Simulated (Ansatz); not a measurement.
Given:

GaN (wurtzite)

```
GaN
1.0
    3.21838     0.00000     0.00000
   -1.60919     2.78720     0.00000
    0.00000     0.00000     5.24320
Ga N
2 2
Direct
  0.66667   0.33333   0.00096
  0.33333   0.66667   0.50096
  0.66667   0.33333   0.62424
  0.33333   0.66667   0.12424
```

The atoms are displaced by Q × the pattern below (from a DFPT mode at Γ, largest move 1; Q in Å), at fixed cell. It is one choice among 2 degenerate patterns.

| atom | x | y | z |
|---|---|---|---|
| Ga1 | 0.000 | -0.161 | 0.000 |
| Ga2 | 0.000 | 0.161 | 0.000 |
| N3 | 0.000 | -1.000 | 0.000 |
| N4 | 0.000 | 1.000 | 0.000 |

Level of theory: PBE (plane waves to 420 eV, PAW, scalar-relativistic; Ansatz, a first-principles code). k mesh 12×12×6 (Γ-centred), Fermi-Dirac smearing 0.05 eV. E stands for the smeared free energy. GaN was relaxed with its symmetry unable to fall. The zero of ΔE is the undisplaced structure.

The scan covers Q from -0.180 to 0.180 Å in 13 points.

Q: Is the energy the same for displacements of ±0.180 Å, and if not, which side lies higher?

A: Not even: the positive side lies higher at ±0.180 Å.

Q: Which space group does the distorted structure have?

A: Cmc2_1 (No. 36), lowered from P6_3mc.

Q: What is the energy change at Q = 0.180 Å?

A: 697 meV/cell.

Q: What harmonic wavenumber does the curvature at Q = 0 give?

A: 532 cm⁻¹.

(For displaced atoms, the force is minus the slope of the energy, and its curvature is a force constant, which sets phonon frequencies.)
